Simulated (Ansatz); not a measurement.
LiCoAs: one input, then a changed one

The cell is the one relaxed in the Materials Project (mp-20698), not relaxed further here; entries there can be hypothetical. The listed cell was then made from it by scaling, straining or moving an atom.

First run: DFT, LDA, PAW with Ansatz's default frozen-core files, scalar-relativistic (Ansatz 0.2.0).

Command: `ansatz run input.yaml --threads 2 --pin off --max-ram 5120MiB --backend cpu --events-out ev --progress --plain --runs-dir out` The run took 8.8 s on 2 threads of Intel(R) Xeon(R) Processor @ 2.70GHz (shared host), peak memory 0.51 GiB.

```yaml
crystal:
  lattice:
    - [3.6578597745, 0.0, 0.0]
    - [0.0, 3.6578597745, 0.0]
    - [0.0, 0.0, 6.0388986993]
  atoms:
    - { symbol: Li, position: [0.0, 0.5, 0.67084142] }
    - { symbol: Li, position: [0.5, 0.0, 0.32915858] }
    - { symbol: Co, position: [0.5, 0.5, 0.0] }
    - { symbol: Co, position: [0.0, 0.0, 0.0] }
    - { symbol: As, position: [0.5, 0.0, 0.77213794] }
    - { symbol: As, position: [0.0, 0.5, 0.22786206] }
kpoints:
  mp_grid: { grid: [8, 8, 5] }
scf:
  occupations: { method: fermi_dirac, width: 0.05 }
hamiltonian:
  xc: lda
  pseudopotentials: { kind: paw }
output:
  forces: true
  stress: true
  eigenvalues: true
  efg: { contact_densities: true }
```

Result: converged; pressure -0.31 GPa; largest force 0.165 eV/Å; no gap on the k mesh; 8 SCF iterations.

Spin polarisation is left out, and whether a magnetic state lies lower isn't shown here.

The input is then changed:

```diff
@@ -14,5 +14,5 @@
   mp_grid: { grid: [8, 8, 5] }
 scf:
-  occupations: { method: fermi_dirac, width: 0.05 }
+  occupations: { method: fermi_dirac, width: 0.1 }
 hamiltonian:
   xc: lda
@@ -23,3 +23,5 @@
   eigenvalues: true
   efg: { contact_densities: true }
+basis:
+  xc_grid: 1
```

**Question.** What does the second run give?

**Answer.** It converged; energy at zero smearing -0.6 meV/atom from the first run; pressure -0.17 GPa; largest force 0.141 eV/Å; no gap on the k mesh; 8 SCF iterations.
